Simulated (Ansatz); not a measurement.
MoPt:
```
MoPt
1.0
    3.14029     0.00000     0.00000
    0.00000     3.14029     0.00000
    0.00000     0.00000     3.14029
Pt Mo
1 1
Direct
  0.00000   0.00000   0.00000
  0.50000   0.50000   0.50000
```

Relaxed with PBEsol. Special points in fractions of this cell's reciprocal vectors: Γ (0.000, 0.000, 0.000); X (0.000, 0.500, 0.000); M (0.500, 0.500, 0.000); R (0.500, 0.500, 0.500).

Q: List the band energies nearest the Fermi level at these points for PBEsol (plane waves, PAW; program Ansatz).

A: In eV from the Fermi level; about four levels below and three above (degenerate sets whole), none deeper than 8.9 eV; … stands for higher levels left out; points with the same levels are listed once.

```tsv
k	below	above
Γ	-6.48 -6.48 -3.45 -3.45 -3.45	0.06 0.06 2.45 2.45 2.45
X	-2.55 -0.88 -0.88 -0.57	0.91 3.18 …
M	-4.98 -4.98 -1.42 -1.18	0.45 0.45 0.53
R	-3.39 -3.39 -3.39 -1.34 -1.34	2.38 2.38 3.76
```

Space group Pm-3m (CsCl type). The start of the workflow was typed in or built on a structure type; neither database checked (COD, Materials Project) lists it. Its standing as an ambient phase is unchecked. The PBEsol relaxation kept the symmetry of its start. At this level the phase is mechanically unstable. No spin polarisation was allowed. Its formation energy is positive at this level, so the cell may be metastable or incomplete. Scalar-relativistic: spin–orbit coupling is off unless named, which matters more the heavier the elements.

Potentials: the later of the program's two PAW sets.
